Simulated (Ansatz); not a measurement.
Ca6Sb2PN:
```
Ca6Sb2PN
1.0
    0.00000     5.09548     5.09548
    5.09548     0.00000     5.09548
    5.09548     5.09548     0.00000
Ca Sb P N
6 2 1 1
Direct
  0.26439   0.73561   0.73561
  0.73561   0.26439   0.26439
  0.73561   0.26439   0.73561
  0.26439   0.73561   0.26439
  0.73561   0.73561   0.26439
  0.26439   0.26439   0.73561
  0.25000   0.25000   0.25000
  0.75000   0.75000   0.75000
  0.00000   0.00000   0.00000
  0.50000   0.50000   0.50000
```

This is the r²SCAN-relaxed structure.

Task: All from the program Ansatz at the r²SCAN level (PAW), unless another level is named. Give the formation energy from the elements (no fitted shifts).

Result: -1.24 eV/atom.

Task: And the electron effective mass, band 1 of 2 at the edge?

Result: 0.89 along [100], 0.41 along [110], 0.26 along [111] (mₑ).

Task: Give the hole effective mass, band 3 of 3 at the edge.

Result: 0.10 along [100], 0.11 along [110], 0.12 along [111] (mₑ).

Task: What about the hole effective mass with spin–orbit coupling, band 1 of 2 at the edge?

Result: 0.38 along [100], 0.32 along [110], 0.30 along [111] (mₑ).

Task: What about the gap with spin–orbit coupling?

Result: 0.85 eV.

Task: And the weight of the valence-edge state by species (Voronoi cells)?

Result: Sb 49 %, N 18 %, P 17 %, Ca 16 %.

Space group Fm-3m. The start of the workflow was typed in or built on a structure type; neither database checked (COD, Materials Project) lists it. Whether it is the stable phase at ambient conditions was not checked. Symmetry was held in the r²SCAN relaxation; its stability against distortions is not shown here. The references are the lowest solids computed at this level, not always the standard phases (solids in place of the gases). Scalar-relativistic: spin–orbit coupling is off unless named, which matters more the heavier the elements.

Potentials: the later of the program's two PAW sets.
